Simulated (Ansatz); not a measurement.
## ¹⁷O NMR of the central transition in NaC2NO3

Cell: a computed structure from the Materials Project (it need not be an observed phase), taken as it stands.

Space group P2_1/c (No. 14); a = 3.5879, b = 5.3987, c = 21.6158 Å, β = 96.30°.

```
site  Wyckoff  site symmetry       x       y       z
  Na       4e              1  0.3091  0.7010  0.7977
  C5       4e              1  0.7608  0.5029  0.5764
  C9       4e              1  0.1138  0.7093  0.6607
   N       4e              1  0.9160  0.6882  0.5992
 O17       4e              1  0.5981  0.3326  0.5524
 O21       4e              1  0.1862  0.9256  0.6800
 O25       4e              1  0.1937  0.5096  0.6905
```

One atom of each set is listed.

All values are calculated (Ansatz; DFT, PBE, plane waves and PAW, scalar-relativistic, 420 eV cutoff, Γ-centred 6×4×1 k-points, Fermi–Dirac smearing 0.02 eV), not measured.

¹⁷O has I = 5/2 and Q = -25.58 mb (Pyykkö 2018); at 23.5 T its Larmor frequency is ν₀ = 135.7 MHz. Only the quadrupole interaction is simulated: positions count from each site's isotropic chemical shift, and J coupling is left out, as are shift anisotropy and dipolar coupling, which fast spinning averages.

Question: What does the ¹⁷O spectrum (fast magic-angle spinning) show for each site?

Answer: 

```json
{"site": "O17", "first shell": "1 C at 1.18 Å; also 1 Na at 3.30 Å", "C_Q (MHz)": "-3.64", "η": "0.66", "P_Q (MHz)": "3.89", "δ_QIS (ppm)": "-4.94", "breadth (kHz)": "1.55"}
{"site": "O21", "first shell": "1 C at 1.26 Å; also 3 Na at 2.35–2.81 Å", "C_Q (MHz)": "8.33", "η": "0.61", "P_Q (MHz)": "8.83", "δ_QIS (ppm)": "-25.4", "breadth (kHz)": "7.98"}
{"site": "O25", "first shell": "1 C at 1.27 Å; also 3 Na at 2.43–2.53 Å", "C_Q (MHz)": "7.98", "η": "0.78", "P_Q (MHz)": "8.75", "δ_QIS (ppm)": "-24.9", "breadth (kHz)": "7.70"}
```

δ_QIS = −(ν_Q²/30ν₀²)[I(I+1) − 3/4](1 + η²/3) × 10⁶ ppm with ν_Q = 3|C_Q|/[2I(2I−1)]; it falls as 1/B₀² in ppm, and the breadth as 1/B₀ in kHz.

At O17 V_zz points along its bond to C (within 3°).

The largest force is 0.6 eV/Å, so the atoms aren't at the calculated equilibrium and relaxing them would move these values. A computed database structure should lie near equilibrium, so this entry is doubtful.

The run took 57 s of wall time (56 s of CPU time) and 0.83 GiB at its peak, on 1 thread of Arm Neoverse V2 (aarch64; 8 cores open to the job, memory cap 2.5 GiB, no GPU), a shared host with a load of 0.8 a core.
